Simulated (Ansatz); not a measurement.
Relaxation of a relaxed Os cell, doubled along one cell vector, shaken by Gaussian noise of σ = 0.08 Å a coordinate; 8 atoms in the cell, which starts as P1 (No. 1), aP8; a = 2.724 Å, b = 4.719 Å, c = 8.751 Å, α = β = γ = 90.00°. Level of theory: r2SCAN (plane waves to 500 eV, PAW, scalar-relativistic; Ansatz, an electronic-structure program). Γ-centred k-mesh 7×14×4 on the run's cell (coarser than for final values), Fermi–Dirac smearing 0.05 eV. This is the first round of the run. 

The optimiser's lines from the output (shortened; P is positive under compression):

```
relax step   1: F+E_penalty+E_count = -91178.98957757 eV  Δ(F+E_penalty+E_count) = +0.000e0 eV  max|allowed force component| = 3.570e0 eV/Å  Δτ_max = 0.0000 Å  P = +7.656 GPa  Ω = 112.508 Å³  (10 SCF iters, dr2 threshold 1.00e-7 eV, accepted)
relax step   2: F+E_penalty+E_count = -91180.07816317 eV  Δ(F+E_penalty+E_count) = -1.089e0 eV  max|allowed force component| = 8.894e-1 eV/Å  Δτ_max = 0.1947 Å  P = -1.316 GPa  Ω = 113.060 Å³  (10 SCF iters, dr2 threshold 8.00e-7 eV, accepted)
relax step   3: F+E_penalty+E_count = -91180.14215301 eV  Δ(F+E_penalty+E_count) = -6.399e-2 eV  max|allowed force component| = 4.411e-1 eV/Å  Δτ_max = 0.0259 Å  P = +2.719 GPa  Ω = 111.878 Å³  (8 SCF iters, dr2 threshold 8.00e-7 eV, accepted)
relax step   4: F+E_penalty+E_count = -91180.17281736 eV  Δ(F+E_penalty+E_count) = -3.066e-2 eV  max|allowed force component| = 1.213e-1 eV/Å  Δτ_max = 0.0434 Å  P = +0.125 GPa  Ω = 112.469 Å³  (9 SCF iters, dr2 threshold 8.00e-7 eV, accepted)
relax step   5: F+E_penalty+E_count = -91180.17435196 eV  Δ(F+E_penalty+E_count) = -1.535e-3 eV  max|allowed force component| = 2.769e-3 eV/Å  Δτ_max = 0.0075 Å  P = +0.000 GPa  Ω = 112.499 Å³  (6 SCF iters, dr2 threshold 8.00e-7 eV, accepted)
relax step   6: F+E_penalty+E_count = -91180.17438081 eV  Δ(F+E_penalty+E_count) = -2.886e-5 eV  max|allowed force component| = 3.020e-3 eV/Å  Δτ_max = 0.0044 Å  P = -0.011 GPa  Ω = 112.506 Å³  (8 SCF iters, dr2 threshold 1.70e-8 eV, accepted)
relax step   7: F+E_penalty+E_count = -91180.17439327 eV  Δ(F+E_penalty+E_count) = -1.246e-5 eV  max|allowed force component| = 3.071e-3 eV/Å  Δτ_max = 0.0005 Å  P = +0.011 GPa  Ω = 112.501 Å³  (5 SCF iters, dr2 threshold 1.94e-8 eV, accepted)
relax step   8: F+E_penalty+E_count = -91180.17444895 eV  Δ(F+E_penalty+E_count) = -5.567e-5 eV  max|allowed force component| = 4.478e-3 eV/Å  Δτ_max = 0.0055 Å  P = -0.048 GPa  Ω = 112.524 Å³  (7 SCF iters, dr2 threshold 3.45e-9 eV, accepted)
relax step   9: F+E_penalty+E_count = -91180.17468712 eV  Δ(F+E_penalty+E_count) = -2.382e-4 eV  max|allowed force component| = 6.741e-3 eV/Å  Δτ_max = 0.0138 Å  P = -0.036 GPa  Ω = 112.558 Å³  (9 SCF iters, dr2 threshold 1.03e-8 eV, accepted)
relax step  10: F+E_penalty+E_count = -91179.65554652 eV  Δ(F+E_penalty+E_count) = +5.191e-1 eV  max|allowed force component| = 2.125e0 eV/Å  Δτ_max = 0.1508 Å  P = +6.546 GPa  Ω = 112.953 Å³  (11 SCF iters, dr2 threshold 2.35e-8 eV, rejected (line search))
relax step  11: F+E_penalty+E_count = -91180.17474927 eV  Δ(F+E_penalty+E_count) = -6.215e-5 eV  max|allowed force component| = 1.786e-3 eV/Å  Δτ_max = 0.0074 Å  P = +0.003 GPa  Ω = 112.578 Å³  (14 SCF iters, accepted)
relax step  12: F+E_penalty+E_count = -91180.17476143 eV  Δ(F+E_penalty+E_count) = -1.216e-5 eV  max|allowed force component| = 1.388e-3 eV/Å  Δτ_max = 0.0014 Å  P = +0.012 GPa  Ω = 112.569 Å³  (6 SCF iters, dr2 threshold 9.58e-9 eV, accepted)
relax step  13: F+E_penalty+E_count = -91180.17475668 eV  Δ(F+E_penalty+E_count) = +4.745e-6 eV  max|allowed force component| = 2.921e-4 eV/Å  Δτ_max = 0.0003 Å  P = -0.014 GPa  Ω = 112.577 Å³  (6 SCF iters, dr2 threshold 1.90e-9 eV, accepted)
relax step  14: F+E_penalty+E_count = -91180.17479773 eV  Δ(F+E_penalty+E_count) = -4.104e-5 eV  max|allowed force component| = 2.880e-4 eV/Å  Δτ_max = 0.0000 Å  P = -0.020 GPa  Ω = 112.577 Å³  stress off target by 2.07e-2 GPa  SCF on the basis re-selected at this cell (its energy is not comparable with the rows above)  (5 SCF iters)
relax step  15: F+E_penalty+E_count = -91180.17480343 eV  Δ(F+E_penalty+E_count) = -5.698e-6 eV  max|allowed force component| = 5.511e-4 eV/Å  Δτ_max = 0.0001 Å  P = +0.013 GPa  Ω = 112.569 Å³  (5 SCF iters, dr2 threshold 1.07e-9 eV, accepted)
relax step  16: F+E_penalty+E_count = -91180.17480143 eV  Δ(F+E_penalty+E_count) = +1.999e-6 eV  max|allowed force component| = 8.523e-5 eV/Å  Δτ_max = 0.0001 Å  P = +0.000 GPa  Ω = 112.572 Å³  (4 SCF iters, dr2 threshold 1.08e-9 eV, accepted)
relax step  17: F+E_penalty+E_count = -91180.17479770 eV  Δ(F+E_penalty+E_count) = +3.731e-6 eV  max|allowed force component| = 8.664e-5 eV/Å  Δτ_max = 0.0000 Å  P = +0.000 GPa  Ω = 112.572 Å³  stress off target by 7.26e-4 GPa  SCF on the basis re-selected at this cell (its energy is not comparable with the rows above)  (5 SCF iters)
```

From the first to the last row the energy changes by -0.15 eV/atom and the volume by +0.1 %. The last row is marked as not comparable with the walk above it, whose basis was carried along; it does compare with step 1, since both stand on a basis selected at the nominal cutoff for their own cell.

Step 10 was rejected by the optimiser.

Later rounds, restarted from the end of this one on a renewed k-mesh, logged 7 more steps and released under 0.01 eV/atom more. The final structure after all rounds: P6₃/mmc (No. 194), hP4, AFLOW prototype A_hP4_194_ac (A3', as in La); a = 2.723 Å, b = 2.723 Å, c = 8.756 Å, α = 90.00°, β = 90.00°, γ = 120.00°. No spin polarisation in the result.

The relaxed structure here is a generated cell of Os: the first start was made by placing the elements on the sites of a structure type, and the end was not matched to a known phase here, so it may be hypothetical. A known form of Os has the same space group but another cell.
